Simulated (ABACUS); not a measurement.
A self-consistent single point of CdS (P2_1, 4 atoms in the cell; from Materials Project mp-672, changed as shown).

```xyz
4
Lattice="4.1688 0.0000 0.0000 -2.0636 3.5742 0.0000 0.0000 0.0000 6.7796" Properties=species:S:1:pos:R:3 pbc="T T T"
Cd     2.0914     1.1914     3.3913
Cd     0.0139     2.3828     0.0015
S      2.0914     1.1914     5.9442
S      0.0139     2.3828     2.5544
```

Level of theory: ABACUS 3.10.1 with PBE, numerical atomic orbitals TZDP (confined pseudo-atomic orbitals with Gaussian additions; energy shift 0.003 Ry), PseudoDojo 0.5 standard norm-conserving PBE (tails mended) pseudopotentials.

ABACUS settings:

basis: TZDP numerical atomic orbitals, energy shift 0.003 Ry
KPT: Gamma 5 5 3 0 0 0
basis_type: lcao
ecutwfc: 100 Ry
smearing_method: gaussian
smearing_sigma: 0.000734986 Ry
potentials: PseudoDojo 0.5 standard norm-conserving PBE (tails mended)
symmetry: 1
ks_solver: genelpa
scf_nmax: 100
scf_thr: 1.0e-06
mixing_type: broyden
mixing_beta: 0.7

Results:

```
Property                                                  Result
------------------------------------------------  --------------
Number of valence electrons                                   52
Number of bands                                               36
Number of k-points after the program's reduction              26
Size of the basis                                            122
Number of SCF iterations                                       9
Free energy E − TS                                -10143.2474 eV
Pressure                                                2.33 GPa
```

Stress (GPa, positive for compression):
```
 2.11  -0.23   0.00
-0.23   2.91   0.00
 0.00   0.00   1.96
```

For comparison: a first run was changed to give this one (lattice vector b scaled by 0.99), and from it to this one the free energy rises by 3.9 meV/atom and the pressure goes from 1.71 to 2.33 GPa.

The atom-centred basis is finite, which shifts total energies and pressures against plane waves. The structure comes from a collection of computed structures, made at another level of theory; the collection holds predicted forms beside known ones.

Cost on one core: about 50 core-seconds (a rough figure).

The atomic orbitals were generated for these runs; they are not ABACUS's published sets and were checked against plane waves on a few crystals only.

“Tails mended”: in these copies of the files the far tail of each local potential was reset to the Coulomb form.
